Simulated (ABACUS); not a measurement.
A self-consistent single point of Ge (P2_1/m, 8 atoms in the cell; from Materials Project mp-1091415, changed as shown).

```
CELL_PARAMETERS angstrom
      4.08318     0.00000     0.00000
     -2.00156     3.46680     0.00000
      0.00000     0.00000    13.15671
ATOMIC_POSITIONS crystal
  Ge 0.00000 0.00000 0.40685
  Ge 0.00000 0.00000 0.59315
  Ge 0.00000 0.00000 0.90685
  Ge 0.00000 0.00000 0.09315
  Ge 0.33333 0.66667 0.34406
  Ge 0.66667 0.33333 0.65594
  Ge 0.66667 0.33333 0.84406
  Ge 0.33333 0.66667 0.15594
```

Computed with LDA (PW92), PseudoDojo 0.4 standard norm-conserving LDA (tails mended) pseudopotentials (plane waves; ABACUS 3.10.1).

ABACUS settings:

| key | value |
|---|---|
| KPT | Gamma 5 5 1 0 0 0 |
| basis_type | pw |
| dft_functional | PWLDA |
| ecutwfc | 78 Ry |
| smearing_method | mp |
| smearing_sigma | 0.00367493 Ry |
| potentials | PseudoDojo 0.4 standard norm-conserving LDA (tails mended) |
| symmetry | 1 |
| symmetry_prec | 1e-05 |
| ks_solver | dav_subspace |
| scf_nmax | 100 |
| scf_thr | 1.0e-09 Ry |
| mixing_type | pulay |
| mixing_beta | 0.7 |

Results:

- Number of valence electrons = 112
- Number of bands = 68
- Number of k-points after the program's reduction = 13
- Number of plane waves (most at a k-point) = 14645
- Number of SCF iterations = 8
- FFT grid = 45 × 45 × 144
- Free energy E − TS = -19425.3020 eV
- Pressure = -2.72 GPa
- Largest force (vector length) = 0.147 eV/Å

Forces (eV/Å):
```
atom      Fx      Fy      Fz
----  ------  ------  ------
Ge1   -0.063  -0.119   0.016
Ge2    0.063   0.119  -0.016
Ge3    0.063   0.119   0.016
Ge4   -0.063  -0.119  -0.016
Ge5    0.065   0.123   0.047
Ge6   -0.065  -0.123  -0.047
Ge7   -0.065  -0.123   0.047
Ge8    0.065   0.123  -0.047
```

Stress (GPa, positive for compression):
```
-3.67  -0.65   0.00
-0.65  -1.32   0.00
 0.00   0.00  -3.16
```

For comparison: a first run was changed to give this one (lattice vector a scaled by 1.02), and from it to this one the free energy rises by 6.8 meV/atom, the pressure goes from -1.51 to -2.72 GPa and the largest force goes from 0.106 to 0.147 eV/Å.

The structure comes from a collection of computed structures, made at another level of theory; the collection holds predicted forms beside known ones. No clean gap shows at this smearing width and mesh (spacing up to 0.48 Å⁻¹); the mesh is coarse for partly filled bands, so the values carry mesh errors. Semi-local functionals can close small gaps.

Cost on one core: about 8 core-minutes (a rough figure).

“Tails mended”: in these copies of the files the far tail of each local potential was reset to the Coulomb form.
